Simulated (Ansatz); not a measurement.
BaN2:
```cif
data_Ba4N8
_chemical_formula_sum 'Ba4 N8'
_space_group_name_H-M_alt 'C2/c'
_space_group_IT_number 15
_space_group_name_Hall '-C 2yc'
_cell_length_a 7.03968
_cell_length_b 4.35029
_cell_length_c 7.19357
_cell_angle_alpha 90.000
_cell_angle_beta 104.757
_cell_angle_gamma 90.000
loop_
_atom_site_label
_atom_site_type_symbol
_atom_site_symmetry_multiplicity
_atom_site_Wyckoff_symbol
_atom_site_fract_x
_atom_site_fract_y
_atom_site_fract_z
_atom_site_occupancy
Ba1 Ba 4 e 0.00000 0.20385 0.25000 1
N1 N 8 f 0.29780 0.14503 0.04541 1
```
(The calculation used a cell of 6 atoms; values per cell refer to that cell.)

Relaxed at zero pressure with the program Ansatz at the PBEsol level (PAW).

### Question
The volume is lowered by 6 % and shape and atoms relax at that volume. What pressure results, and how do the axes share the change?

### Answer
4.2 GPa; a -2.0 %, b -2.0 %, c -2.2 %; the energy rises by 13 meV/atom.

### Question
Give the new structure.

### Answer

Space group C2/c (No. 15); a = 6.9008 Å, b = 4.2642 Å, c = 7.0347 Å, α = γ = 90.00°, β = 104.68°

```tsv
atom	site	symmetry	x	y	z
Ba	4e	2	0.0000	0.1943	0.2500
N	8f	1	0.2987	0.1417	0.0448
```

The phase is kept; no other phase was compared at this pressure.

The workflow started from a Materials Project entry (that database holds measured and hypothetical structures alike); the Crystallography Open Database copy checked does not list it. Its standing as an ambient phase is unchecked. The PBEsol relaxation kept the symmetry of its start; its stability against distortions is not shown here. Scalar-relativistic: spin–orbit coupling is off unless named, which matters more the heavier the elements.

Potentials: the later of the program's two PAW sets.
